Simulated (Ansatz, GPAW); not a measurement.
## PdGe3 and the functional, program beside program

```
Pd Ge
1.0
     4.14202    0.00000    0.00000
     0.00000    4.14202    0.00000
     0.00000    0.00000    4.14202
Pd Ge
1 3
Direct
  0.00000 0.00000 0.00000
  0.50000 0.50000 0.00000
  0.50000 0.00000 0.50000
  0.00000 0.50000 0.50000
```

The cell comes from a database or a generator and needn't be the stable form of this composition.

Kept alike: task band structure; k mesh 7 × 7 × 7; occupations fermi-dirac, width 0.05 eV; no spin polarisation. The mesh is that of the run's cell of 4 atoms. No spin-orbit coupling.

- A: Ansatz, Ansatz PAW, made for PBE, cutoff 420 to 500 eV
- B: GPAW; the program's PAW data sets (release 1.2.1) made for this functional (LDA); GPAW PAW data sets (gpaw-data 1.2.1) (PBE, r2SCAN); PAW data sets generated for this functional (PBEsol), cutoff 600 eV

| functional | A: pressure (GPa) | B: pressure (GPa) |
| --- | --- | --- |
| LDA | -7.01 | -7.06 |
| PBE | -0.10 | -0.25 |
| PBEsol | -4.72 | -4.80 |
| r2SCAN | -2.79 | -2.99 |

Pressure is positive in compression; plane-wave values hold the error of the finite cutoff, which Ansatz corrects. Values on potentials made for another functional: A at LDA, PBEsol, r2SCAN; B at r2SCAN. For a metal such a mesh leaves the last digits unconverged.

Q: How large is the effect of the functional, and do the programs agree on it?

A: From LDA to PBE the pressure moves by +6.91 in A, +6.81 in B (GPa). Row by row the programs differ by 0.05 to 0.20, and over this span the shifts, as printed, agree within about 1 %. Shifts from LDA: PBE +6.91, +6.81; PBEsol +2.29, +2.26; r2SCAN +4.22, +4.07; the programs' shifts differ by up to 0.15.
